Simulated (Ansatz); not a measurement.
NbHO3 in space group Pmm2 (No. 25; Pearson symbol oP5), the program Ansatz at the PBEsol level (PAW). The conduction-band minimum lies at Γ, with 1 equivalent valley. Second derivatives d²E/dk² of the lowest band at one valley (eV·Å²), along Cartesian directions:

| direction | d²E/dk² |
|---|---|
| [100] | 32.24 |
| [010] | 15.42 |
| [001] | 0.3840 |
| [110] | 23.83 |
| [101] | 16.32 |
| [011] | 7.902 |

Q: Find the principal effective masses, the density-of-states mass and the conductivity mass.

A: Off-diagonal terms follow from H_xy = H[110] − (H_xx + H_yy)/2, and m*/mₑ = 7.620 eV·Å² over each eigenvalue: 0.24, 0.49, 20. One valley's DOS mass (m₁m₂m₃)^(1/3) = 1.3, conductivity mass 3/(Σ 1/mᵢ) = 0.48 mₑ.

Q: What effective density of states Nc follows at 300 K for parabolic valleys?

A: Nc = 2.509e19 × 1 × (1.3)^(3/2) ≈ 3.7e19 cm⁻³.

The start of the workflow was typed in or built on a structure type; neither database checked (COD, Materials Project) lists it. Its standing as an ambient phase is unchecked. The PBEsol relaxation kept the symmetry of its start. At this level the phase is dynamically unstable (imaginary phonons). The workflow began spin-polarised and lost its moments. Spin–orbit coupling is left out wherever it is not named.

Potentials: the earlier of the program's two PAW sets. The files were generated under PBE; for other functionals the program regenerates the frozen cores, and for LDA and PBEsol the local potential too.

Edges and masses are those of Kohn–Sham bands, whose gap is no quasiparticle gap.
